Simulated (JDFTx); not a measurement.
Reference run:

System: Pt(100) (Fm-3m bulk; lattice of mp-126, not re-optimised at this level), 1x1 cell of 5 atoms in 5 planes, area 7.77 Å² a face, 7.9 Å between the outermost planes in a cell 23.9 Å high; k mesh 8×8×1, Fermi width 0.01 Ha, no spin polarisation.

Reference level: PBE, GBRV ultrasoft potentials, plane waves to 20/100 Ha, in a modified build of JDFTx. Unrelaxed; liquid: linear PCM (GLSSA13), water, 1 M KF. Potentials refer to SHE, placed 4.44 V below the bulk liquid's zero by convention. LDA and PBEsol take their own potentials, PW91 and RPBE those of PBE; the lattice is kept.

```csv
functional,work function (eV),U_pzc (V),mean C below U_pzc (μF/cm²),k states × plane waves,"cycles, vacuum run","rough core time, vacuum run"
LDA,5.99,1.35,13 over 0.5 V,15 × 5355,20,3 min
PBE,5.60,0.95,13 over 0.5 V,15 × 5355,21,3 min
PBEsol,5.72,1.08,13 over 0.5 V,15 × 5355,20,3 min
PW91,5.65,1.01,13 over 0.5 V,15 × 5355,21,3 min
RPBE,(withheld),(withheld),14 over 0.5 V,15 × 5355,19,3 min
```

Task: Complete the blanks.

Result: 
- RPBE, work function (eV): 5.43
- RPBE, U_pzc (V): 0.77

The times are rough (shared hosts); only ratios past two mean anything.
